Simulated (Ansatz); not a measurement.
**EuMn2Sb2 with scf.initial_density.chi_scale, hamiltonian.xc changed**

Level of theory: PBEsol, collinear spin, scalar-relativistic; Ansatz, plane waves to 420 eV (PAW set soft_2), k-mesh 3×3×3. These are the settings of the reference run.

Cell:

```
cell
1.0
     0.0000    0.0000    7.5163
     4.2196   -7.3086    0.0000
     4.2196    7.3086    0.0000
Eu Mn Sb
4 8 8
Direct
  0.0000 0.5000 0.0000
  0.0000 0.0000 0.0000
  0.0000 0.5000 0.5000
  0.0000 0.0000 0.5000
  0.6088 0.3333 0.1667
  0.6088 0.8333 0.1667
  0.6088 0.3333 0.6667
  0.6088 0.8333 0.6667
  0.3912 0.6667 0.3333
  0.3912 0.1667 0.3333
  0.3912 0.6667 0.8333
  0.3912 0.1667 0.8333
  0.2660 0.3333 0.1667
  0.2660 0.8333 0.1667
  0.2660 0.3333 0.6667
  0.2660 0.8333 0.6667
  0.7340 0.6667 0.3333
  0.7340 0.1667 0.3333
  0.7340 0.6667 0.8333
  0.7340 0.1667 0.8333
```

The reference run of this cell is solved again as a single point with these keys changed:

| key | reference run | changed run |
| --- | --- | --- |
| scf.initial_density.chi_scale | not typed | 0.3 |
| hamiltonian.xc | pbesol | rpbe |

Task: How far do the results move?

Result: 

```
               quantity  reference run  changed run
         pressure (GPa)           -0.2          6.3
   largest force (eV/Å)           0.02         0.24
   gap on the mesh (eV)           0.00         0.00
moment of the cell (μB)          50.80        51.07
```

The Hamiltonian isn't the same, so energies aren't compared. It took 24 iterations.

Caveats: the reference run: 4f shell without a U, which puts 4f levels too near the Fermi level; the reference run: open f or d shells may hold a state above the lowest; a single point, atoms not relaxed again.
